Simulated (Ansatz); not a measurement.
# Property card for MgO

MgO:
```
MgO
1.0
    3.27193     0.00000     0.00000
   -1.63597     2.83358     0.00000
    0.00000     0.00000     4.91885
Mg O
2 2
Direct
  0.33333   0.66667   0.00192
  0.66667   0.33333   0.50192
  0.33333   0.66667   0.40268
  0.66667   0.33333   0.90268
```

Space group P6_3mc (No. 186), wurtzite; conventional cell a = b = 3.272 Å, c = 4.919 Å, α = β = 90.00°, γ = 120.00°.

Method: LDA in the plane-wave PAW code Ansatz. Structure relaxed to zero pressure with the same functional. Other levels are named where they apply.

Cell and energy:

```
Quantity                                                      Result
-----------------------------------------------------  -------------
Volume per atom                                             11.40 Å³
Density                                                   2.94 g/cm³
Formation energy from the elements (no fitted shifts)  -2.76 eV/atom
```

Electronic structure:

```
Item                                                   Result
-----------------------  ------------------------------------
Band gap                                     3.55 eV (direct)
Valence-band maximum                                     at Γ
Conduction-band minimum                                  at Γ
Electron effective mass                   0.35 mₑ (isotropic)
Hole effective mass      0.37, 5.3, 5.3 mₑ (principal values)
```

Mechanics:

```
Item                                                                                                          Result
-----------------------------------------------------------  -------------------------------------------------------
Elastic constants (relaxed ions, GPa)                        C11 = 204, C12 = 114, C13 = 109, C33 = 93.4, C44 = 66.2
Mechanical stability                                                          stable (all eigenvalues of C positive)
Hill bulk and shear moduli                                                                          108 and 35.2 GPa
Young's modulus                                                                                             95.3 GPa
Poisson's ratio                                                                                                 0.35
Debye temperature from the elastic constants                                                                   515 K
Piezoelectric stress constants (proper, relaxed ions, C/m²)         e15 = e24 = -0.37, e31 = e32 = -0.78, e33 = 2.29
```

Dielectric response:

```
Quantity                                                                      Value
--------------------------------------------------------  -------------------------
Electronic dielectric constant ε∞ (DFPT)                  2.98 (xx = yy), 3.09 (zz)
Static dielectric constant ε0 (ions relaxed, cell fixed)  5.39 (xx = yy), 7.28 (zz)
Born charges (a third of the trace)                             Mg +1.83, O -1.83 e
Largest static χ(2) component                                              5.2 pm/V
```

Phonons:

```
Property                                                                   Value
--------------------------------------------------  ----------------------------
Highest zone-centre frequency (without LO–TO term)                      544 cm⁻¹
Zone-centre stability                                     no imaginary mode at Γ
Dynamical stability on the path                     stable (no imaginary branch)
Zero-point energy                                                  75.6 meV/atom
Vibrational entropy at 300 K                             14.9 J/(K·mol of atoms)
```

The first step of the workflow began from a Materials Project structure, measured or hypothetical; the Crystallography Open Database copy checked does not list it. It is not the phase usual at ambient conditions (space group No. 225). Symmetry was held in the LDA relaxation. Signs of piezoelectric constants follow the polarity of the cell as given. The references are the lowest solids computed at this level, not always the standard phases (solids in place of the gases).

Potentials: the earlier of the program's two PAW sets.
